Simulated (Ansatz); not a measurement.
Input and output for bcc Mo (111), 5 layers: DFT, LDA, PAW with Ansatz's default frozen-core files, scalar-relativistic (Ansatz 0.2.0). This run: core holes in 3d of Mo.

The slab is cut from a bulk crystal relaxed on PAW files (its atoms may have been relaxed since).

Command: `ansatz run input.yaml --threads 2 --pin off --max-ram 4096MiB --backend cpu --events-out ev --progress --plain --runs-dir out` It took 44 s on 2 threads of Intel(R) Xeon(R) Platinum 8375C CPU @ 2.90GHz (Ice Lake), on a shared host, peak memory 0.67 GiB.

```yaml
crystal:
  lattice:
    - [4.4006566667, 0.0, 0.0]
    - [-2.2003283334, 3.8110804667, 0.0]
    - [0.0, 0.0, 19.5931]
  atoms:
    - { symbol: Mo, position: [0.8333333333, 0.1666666667, 0.4214869293] }
    - { symbol: Mo, position: [0.1666666667, 0.8333333333, 0.4573659608] }
    - { symbol: Mo, position: [0.5, 0.5, 0.4999999551] }
    - { symbol: Mo, position: [0.8333333333, 0.1666666667, 0.5426340639] }
    - { symbol: Mo, position: [0.1666666667, 0.8333333333, 0.5785130908] }
kpoints:
  mp_grid: { grid: [9, 9, 1] }
scf:
  occupations: { method: fermi_dirac, width: 0.1 }
hamiltonian:
  xc: lda
  pseudopotentials: { kind: paw }
output:
  forces: true
  stress: true
  eigenvalues: true
  core_levels:
    shells: { Mo: ["3d"] }
    counted_from: fermi_level
    add_spin: false
```

Output:

```
Warning: the atoms were moved onto the symmetric positions of the space group found under crystal.symmetry.tolerance 1.0e-5 (fractional; no operation is sought that the atoms, as they stand in a round, miss by more than twice it, and no atom is moved by as much as it), and the run uses the moved positions. Before a round's move an operation carried an atom to 1.76e-6 Å from where it should land, the largest such distance. Atom 2 (counting from 0) moved farthest, by 8.80e-7 Å; the longest move in fractions of the cell, of whichever atom, is 4.5e-3 of the tolerance, in 1 round. To run the atoms as typed, lower crystal.symmetry.tolerance until the operations that they miss are no longer found, or set crystal.symmetry.detect: false (a key that needs symmetry detection or time reversal refuses this as the deck is read). The positions used, in the order of the run's atom list: position: [0.8333333333333334, 0.16666666666666669, 0.42148691925]; position: [0.16666666666666669, 0.8333333333333334, 0.45736594845]; position: [0.5, 0.5, 0.5]; position: [0.8333333333333334, 0.16666666666666669, 0.54263405155]; position: [0.16666666666666669, 0.8333333333333334, 0.5785130807500001]; The lattice was moved too: crystal.lattice keeps the space group found at crystal.symmetry.tolerance 1.0e-5 only nearly: the operation that it misses by the most changes a squared length by the fraction 2.62e-11. The run uses the lattice that is a stretch of the typed one, with no rotation, onto the one that keeps every operation to a double's rounding (on a very oblique basis the stretch itself rounds by more); the deck's lattice vector that moved farthest moved by 2.90e-11 Å. To run the lattice as typed, set crystal.symmetry.detect: false, as for the atoms. crystal.lattice made exact, in Å and degrees: [[4.400656666702569, 2.8867636213099114e-11, 0.0], [-2.2003283333762846, 3.811080466683341, 0.0], [0.0, 0.0, 19.5931]]. Pasted over the deck's crystal.lattice, beside positions in fractional coordinates, it runs the same cell (given as lengths and angles, that cell in the form's own orientation, a rigid turn of the misfit's size from the one run here, for which a checkpoint.post_process_only pass over this run's state can be refused: where this run relaxes nothing, give such a pass this deck's own crystal.lattice, as typed; behind a relaxation, as crystal.lattice, the state's own cell, identity.cell in its checkpoint.json), and a matrix so pasted ends this notice, except on a very skew basis of the lattice, where the rounding of the pasted numbers themselves can read as a misfit: the cell is then moved again, and that move is told again. The lattice as run is in this notice's lattice.as_run_ang field (Run.prep()["deck_notices"] in Python, the deck_notice line of an events file, deck_notices of ansatz run --dry-run=json, or deck_notices in record.json in the deck's checkpoint.write directory).
Engine: ansatz 0.2.0
Pseudopotentials: kind: paw
Pseudopotential: Mo, paw, valence charge 14, recommended cutoff 420 eV (normal), Mo.paw.azcp
Functional definition: SPW92
  exchange = slater_x
  correlation = pw_c
Crystal: 5 atoms, lattice volume = 328.601 Å³
Basis set: ecut = 420 eV, 6431 PW (Γ)
Bands: 42, of which v1, the nominal top of the filled ones, is band 35 counted from 1 (34 counted from 0)
Symmetry: 12 space group operations
Space group: P-3m1 (ITA 164), of the structure as read, at distance tolerance 6.9e-5 Å
k-points: 12 of 81
Non-local potential: Mo, projectors of the file, l = 0: 3, l = 1: 2, l = 2: 2, l = 3: 1
PAW form: soft (Blöchl's): semilocal exchange-correlation on the pseudo side does not see the compensation charge
PAW frozen core: Mo, regenerated for the run's functional, and the local potential with it (the file was generated under x = pbe(κ = 0.804, μ = 0.2195149727645171), c = pbe(β = 0.06672455060314922))
PAW one-centre angular grid: Mo, 590 points (default); XC on 64 Gauss nodes
Initial density: superposition of atomic densities (neutral atoms: chi_scale 0, normalization atom), corrected by the library's trained network
Initial wavefunctions: pseudopotential atomic-orbital guess
Functional: x = slater, c = lda
SCF iter   1: F=—  HF=-24207.200928 eV  |F-HF|=—  |Δ(HF+E_count)|=         —  Δρ=8.44e-3  dr2=4.41e-1  ethr=1.77e-3  ⟨swp⟩=8.3  Hψ=2490  notcnv=0
preconditioner: auto → LDOS  [insulator: Δε(μ)=0.243 eV  Ē_g=3.665 eV  σ=0.100 eV  W_gap=0.54  n_scr=66 (ndim 8)  ℏωp=11.2 eV  f_vac=0.660  D(μ)=3.32/eV (n_scr^D=8)  ε∞_Penn≈10.4  β→1.0]
SCF iter   2: F=—  HF=-24207.217235 eV  |F-HF|=—  |Δ(HF+E_count)|=   1.63e-2  Δρ=8.51e-3  dr2=5.71e-1  ethr=6.31e-4  ⟨swp⟩=2.9  Hψ=881  notcnv=0
SCF iter   3: F=—  HF=-24207.156093 eV  |F-HF|=—  |Δ(HF+E_count)|=   6.11e-2  Δρ=1.75e-3  dr2=2.01e-2  ethr=6.31e-4  ⟨swp⟩=2.2  Hψ=763  notcnv=0
SCF iter   4: F=—  HF=-24207.155253 eV  |F-HF|=—  |Δ(HF+E_count)|=   8.39e-4  Δρ=1.04e-3  dr2=1.12e-2  ethr=2.87e-5  ⟨swp⟩=2.8  Hψ=775  notcnv=0
SCF iter   5: F=—  HF=-24207.154187 eV  |F-HF|=—  |Δ(HF+E_count)|=   1.07e-3  Δρ=2.15e-4  dr2=2.99e-4  ethr=1.60e-5  ⟨swp⟩=2.0  Hψ=669  notcnv=0
SCF iter   6: F=—  HF=-24207.154154 eV  |F-HF|=—  |Δ(HF+E_count)|=   3.30e-5  Δρ=8.27e-5  dr2=6.34e-5  ethr=4.27e-7  ⟨swp⟩=2.8  Hψ=798  notcnv=0
SCF iter   7: F=—  HF=-24207.154470 eV  |F-HF|=—  |Δ(HF+E_count)|=   3.17e-4  Δρ=1.82e-5  dr2=1.43e-6  ethr=9.06e-8  ⟨swp⟩=2.0  Hψ=669  notcnv=0
SCF iter   8: F=—  HF=-24207.154472 eV  |F-HF|=—  |Δ(HF+E_count)|=   1.22e-6  Δρ=6.14e-6  dr2=1.87e-7  ethr=2.04e-9  ⟨swp⟩=3.2  Hψ=995  notcnv=0
SCF iter   9: F=-24207.154472 eV  HF=-24207.154472 eV  |F-HF|=6.48e-9  |Δ(HF+E_count)|=   1.91e-7  Δρ=2.17e-6  dr2=2.92e-8  ethr=1.43e-10  ⟨swp⟩=9.5  Hψ=2243  notcnv=0
SCF 1 converged in 9 iterations: F = -24207.154472 eV  dr2 = 2.92e-8
  greatest PAW one-centre occupation: 0.999 electrons in one spin orbital (limit 2), on the Mo atom at site 3 (counted from 0), in its partial waves of l = 0
── core hole 1/3: 3d of Mo 0 ──
── 3d of Mo 0: 226.970 eV over the cell without the hole, in 11 iterations ──
── core hole 2/3: 3d of Mo 1 ──
── 3d of Mo 1: 227.151 eV over the cell without the hole, in 12 iterations ──
── core hole 3/3: 3d of Mo 2 ──
── 3d of Mo 2: 227.365 eV over the cell without the hole, in 10 iterations ──
SCF converged after 9 iterations
Free energy (F): -24207.154472 eV
Harris-Foulkes:  -24207.154472 eV  (|F-HF|=6.48e-9)
Internal energy: -24207.017862 eV  (E = F + TS)
E sigma→0 (E₀):  -24207.086167 eV
Entropy (-TS):   -0.136610 eV (-27.322 meV/atom)
Fermi energy:    1.919253 eV
--- Per-component energies (eV) ---
  E_band       = -1604.285878
  E_kinetic    = 2209.443090
  E_local      = -58367.694007  (includes V_loc(G=0)·N_el)
  E_nonlocal   = 749.156134
  E_hartree    = 27841.632345
  E_xc         = -906.681157
  E_vxc        = -1136.254108  (∫ρ·V_xc dr)
  E_paw        = -15450.545748  (= ΣΔE_a)
  E_vpaw       = -742.190244  (= ΣTr[D̂ρ^β])
  E_aug_tail   = 0.000163  (compensation charges beyond the density's cutoff)
  E_ewald      = 19715.307237
  E_core_change = 2.364081  (= ΣΔE_core)
  E_smearing   = -0.136610  (= −TS)
  E_closure    = -0.000000  (closes the sum)
  Σ components = -24207.154472   (vs F -24207.154472, Δ=0.00e0)
--- Forces (eV/Å), atoms counted from 1 ---
  atom   1  Mo     0.00000000     0.00000000    -0.00061497
  atom   2  Mo    -0.00000000    -0.00000000    -0.00109300
  atom   3  Mo    -0.00000000     0.00000000     0.00000000
  atom   4  Mo     0.00000000     0.00000000     0.00109300
  atom   5  Mo    -0.00000000    -0.00000000     0.00061497
  max |Σ_I F_I| component: 9.25e-18 eV/Å
--- Stress (GPa, compression-positive) ---
       -1.872086       0.000000      -0.000000
        0.000000      -1.872086      -0.000000
       -0.000000       0.000000       0.002028
  P = ⅓ Tr σ = -1.2474 GPa (-12.474 kbar)
--- Band table (eV; the first three rows and the last of 12) ---
  k-point 0: bands = ["-59.2675", "-58.9819", "-58.8425", "-58.8139", "-58.5917", "-33.9854", "-33.8631", "-33.6958", "-33.6958", "-33.5174", "-33.5174", "-33.1314", "-33.1314", "-33.1146", "-32.5214", "-32.5214", "-32.4516", "-32.4388", "-32.4327", "-32.4327", "-4.0566", "-3.1066", "-3.1066", "-1.2613", "-0.9858", "-0.9858", "-0.6152", "-0.5305", "-0.5305", "-0.5088", "0.2527", "0.2527", "0.3771", "0.6693", "0.6693", "2.0814", "2.7976", "2.7976", "3.0649", "3.0649", "3.7833", "3.7910"]
  k-point 1: bands = ["-59.2568", "-58.9846", "-58.8437", "-58.8142", "-58.5989", "-34.0035", "-33.8769", "-33.7810", "-33.7377", "-33.4334", "-33.4118", "-33.1343", "-33.1310", "-33.0968", "-32.5479", "-32.5228", "-32.4840", "-32.4340", "-32.4277", "-32.4242", "-3.8966", "-3.0239", "-3.0175", "-1.4582", "-1.3136", "-1.1048", "-0.6830", "-0.5421", "-0.4171", "-0.2763", "0.0206", "0.1600", "0.7454", "0.8341", "0.9682", "2.1311", "2.7038", "2.7456", "2.9635", "2.9995", "3.7446", "3.8046"]
  k-point 2: bands = ["-59.2275", "-58.9919", "-58.8582", "-58.8036", "-58.6190", "-34.0547", "-33.9117", "-33.9000", "-33.7146", "-33.3320", "-33.2974", "-33.1250", "-33.1129", "-33.0229", "-32.6724", "-32.5311", "-32.5200", "-32.4221", "-32.4130", "-32.4069", "-3.4843", "-2.8403", "-2.7576", "-1.7659", "-1.6359", "-1.2618", "-0.8917", "-0.5513", "-0.3377", "-0.3113", "0.0098", "0.0956", "1.0647", "1.1121", "1.6296", "2.2506", "2.5415", "2.6096", "2.8184", "2.8708", "3.6598", "3.8741"]
  k-point 11: bands = ["-59.1393", "-58.9661", "-58.9661", "-58.7167", "-58.7167", "-34.1118", "-34.1118", "-33.6359", "-33.5579", "-33.5579", "-33.5423", "-32.9023", "-32.9015", "-32.9015", "-32.7546", "-32.7546", "-32.5056", "-32.4158", "-32.3779", "-32.3779", "-2.8418", "-2.2786", "-2.2786", "-2.1227", "-1.8150", "-1.8150", "-0.6065", "-0.6065", "-0.6001", "0.6439", "0.6439", "0.6814", "1.1736", "1.1736", "1.2345", "1.7385", "2.3000", "2.3000", "2.8702", "2.8702", "3.2215", "3.7536"]
--- Core levels from the Fermi level (as output.core_levels.counted_from types it; a hole's nearest image at 4.4 Å) ---
  the holes have no spin, as output.core_levels.add_spin types it
  atom         alike  shell      binding/eV   shift/eV difference/eV images/eV   SCF
  Mo 0             2     3d         226.970     +0.000       226.970         –    11
  Mo 1             2     3d         227.151     +0.181       227.151         –    12
  Mo 2             1     3d         227.365     +0.395       227.365         –    10
  the dataset of Mo with a 3d hole: scattering error 0.005 eV; free atom: scalar-relativistic, large and small components
  the two lines of Mo's 3d: 3d3/2 +1.908 eV and 3d5/2 -1.272 eV off its levels, 2 : 3 in strength
```

The PAW files were made under PBE.
